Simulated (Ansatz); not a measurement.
NiO2 (P6_3/mmc), stationary points along a deformation path

These are results of Ansatz 0.2.0, DFT r2SCAN, scalar-relativistic, plane waves, PAW, not measurements. Settings: plane waves to 500 eV, k-mesh 12×12×4 (Γ-centred), Gaussian smearing 0.05 eV. No spin polarisation. A magnetic state may lie lower. Energies are free energies at this smearing, counted from the undisturbed cell; pressure is positive in compression.

Reference structure (relaxed at this level; it needn't be the usual structure):

```
CELL_PARAMETERS angstrom
2.77345 0.00000 0.00000
-1.38673 2.40188 0.00000
0.00000 0.00000 10.27003
ATOMIC_POSITIONS crystal
Ni 0.00000 0.00000 0.00000
Ni 0.00000 0.00000 0.50000
O 0.66667 0.33333 0.09159
O 0.66667 0.33333 0.40841
O 0.33333 0.66667 0.90841
O 0.33333 0.66667 0.59159
```

The cell holds layers and no dispersion correction was added, so their binding is poorly described.

At fixed volume and fractional coordinates, lengths along (0.000, 0.000, 1.000) are scaled against those across it; ρ is that ratio over its starting value. V = 11.402 Å³/atom. Δσ is the stress along the axis less the mean stress across it (compression positive).

| ρ | ΔE (meV/atom) | Δσ (GPa) | space group |
| --- | --- | --- | --- |
| 0.800 | 163.8 | 29.11 | P6_3/mmc |
| 0.850 | 89.7 | 22.32 | P6_3/mmc |
| 0.920 | 24.5 | 12.17 | P6_3/mmc |
| 0.960 | 5.9 | 6.12 | P6_3/mmc |
| 1.000 | 0.0 | -0.05 | P6_3/mmc |
| 1.050 | 9.1 | -7.86 | P6_3/mmc |
| 1.100 | 35.0 | -15.70 | P6_3/mmc |
| 1.200 | 131.5 | -31.24 | P6_3/mmc |
| 1.300 | 278.5 | -46.25 | P6_3/mmc |

Question: How does the stress give the slope of the energy, and where is the energy stationary?

Answer: Along the path d ln(length) is 2/3 d ln ρ on the axis and −1/3 d ln ρ across it, so dE/d ln ρ = −(2/3) V Δσ: the energy falls with ρ where Δσ is positive. Δσ vanishes or changes sign between ρ = 0.960 and 1.000, a minimum (near 1.00 by linear interpolation). Pairs of stationary points between two samples would go unseen, and could change a minimum read from distant neighbours into a maximum.

Question: Integrate that slope from ρ = 1 to 1.200 by the trapezoid rule.

Answer: With V/N in Å³ and 1 eV/Å³ = 160.2 GPa the slopes at ρ = 1.000, 1.050, 1.100, 1.200 are 2, 373, 745, 1482 meV/atom per unit of ln ρ. The steps add 9.1 + 26.0 + 96.9 = 132.0 meV/atom, against 131.5 from the energies; the trapezoid rule misses the curvature of the slope within each step.

Forces appear on the atoms along this scan, and letting them relax would lower the energy and soften the response.

Cost: 9 runs of about 5.3 core-minutes in all, on Intel Xeon Processor @ 2.50GHz (Skylake/Cascade Lake) (shared hosts).